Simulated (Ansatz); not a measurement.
**Density of states of PtSe**

```xyz
4
Lattice="3.8499 0.0000 0.0000 -1.9250 3.3341 0.0000 0.0000 0.0000 7.0965" Properties=species:S:1:pos:R:3 pbc="T T T"
Pt    0.0000    2.2228    0.0896
Pt    1.9250    1.1114    3.6379
Se    0.0000    2.2228    2.5786
Se    1.9250    1.1114    6.1269
```

The cell was built from the wurtzite type and relaxed in the same program, and has space group P6_3mc; it needn't be a known or the stable phase.

No spin–orbit coupling, which matters for the heavy atoms here.

Method: DFT, PBE, all-electron LAPW, scalar-relativistic (Ansatz 0.2.0).

Settings: a Γ-centred 10×10×6 k mesh, Fermi–Dirac smearing of 0.03 eV, basis error target 1 meV/atom, no spin polarisation.

States per eV and cell, averaged over 0.4 eV, from -6.6 to 6.8 eV, with energies (bin centres) from the Fermi level; empty bins are left out. The partial columns, the largest 4 alone, are projections on Löwdin-orthogonalised atomic shells (those that the program's projection atoms carry: the occupied ones and, for some elements, an empty d or f shell; other empty shells have no column), summed over atoms of an element. Weights on diffuse s and p shells depend on that basis and aren't pure angular character.

```tsv
E (eV)	total	Pt 5d	Se 4p	Pt 6s	Se 4s
-6.5	0.33	0.06	0.21	0.06	0.00
-6.1	8.40	1.95	4.88	1.41	0.07
-5.7	1.93	0.66	1.03	0.22	0.01
-5.3	8.23	4.09	3.92	0.15	0.01
-4.9	8.68	4.13	4.40	0.06	0.01
-4.5	2.43	1.13	1.25	0.03	0.00
-3.3	4.11	3.96	0.05	0.04	0.01
-2.9	9.00	8.57	0.15	0.15	0.03
-2.5	8.23	7.71	0.24	0.15	0.05
-2.1	4.27	3.39	0.46	0.12	0.17
-1.7	2.87	2.08	0.46	0.08	0.15
-1.3	2.27	1.44	0.58	0.06	0.10
-0.9	3.86	2.18	1.32	0.08	0.13
-0.5	2.80	1.43	1.09	0.06	0.09
-0.1	3.52	1.69	1.51	0.07	0.08
0.3	3.19	1.43	1.44	0.10	0.08
0.7	2.63	1.11	1.28	0.07	0.05
1.1	1.80	0.73	0.93	0.04	0.02
1.5	0.99	0.39	0.54	0.02	0.01
1.9	0.45	0.17	0.26	0.00	0.00
2.3	0.14	0.04	0.07	0.02	0.00
2.7	0.49	0.06	0.17	0.18	0.04
3.1	1.13	0.05	0.25	0.55	0.09
3.5	1.67	0.06	0.34	0.81	0.11
3.9	1.68	0.05	0.35	0.79	0.09
4.3	1.72	0.05	0.37	0.77	0.07
4.7	1.78	0.05	0.39	0.73	0.04
5.1	1.41	0.03	0.30	0.52	0.02
5.5	1.10	0.02	0.17	0.27	0.00
5.9	1.71	0.04	0.16	0.18	0.01
6.3	3.30	0.07	0.23	0.21	0.01
6.7	3.25	0.06	0.18	0.15	0.01
```
